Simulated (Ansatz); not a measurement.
# Mn$_{2}$ZnAs$_{2}$, a database entry at a rescaled volume

```yaml
crystal:
  lattice:
    - [4.12463, 0.00000, 0.00000]
    - [-2.06231, 3.57203, 0.00000]
    - [0.00000, 0.00000, 6.61309]
  atoms:
    - { symbol: Mn, position: [0.33330, 0.66670, 0.36944] }
    - { symbol: Mn, position: [0.66670, 0.33330, 0.63056] }
    - { symbol: As, position: [0.33330, 0.66670, 0.76793] }
    - { symbol: As, position: [0.66670, 0.33330, 0.23207] }
    - { symbol: Zn, position: [0.00000, 0.00000, 0.00000] }
```

The numbers come from plane-wave PAW DFT (Ansatz): PBE, no spin polarisation, 420 eV, 7×7×4 Γ-centred k points, methfessel-paxton occupations (width 0.0225 eV). Nothing was relaxed.

(1) What happens at the Fermi level?

(2) Is the cell too large or too small?

(3) Where is the largest force?

(4) How is the charge shared?

Origin: a database entry at a rescaled volume. Caveats: no spin polarisation, so a magnetic state may lie lower; forces this large suggest misplaced atoms in the database entry; atoms or cell far from equilibrium.

Results:

(1) It is a metal, with about 9.9 states/eV a cell as the mean within 0.25 eV of the Fermi level, mostly Mn d (90 %).

(2) The pressure is -16.8 GPa (compression positive), so with the atoms held at these fractions the cell would first shrink; the forces are large, so a full relaxation may end otherwise. The principal stresses -18.9, -15.8, -15.8 GPa differ, so its shape would change too.

(3) The largest is on As3 (and as large on other atoms): 2.01 eV/Å, components (0.00, 0.00, -2.01). It makes 69° with the line to a nearest neighbour, Mn2 at 2.55 Å.

(4) Bader charges in e: Mn +0.48, Zn +0.53, As -0.75. In the mean Zn gives up most and As takes most.
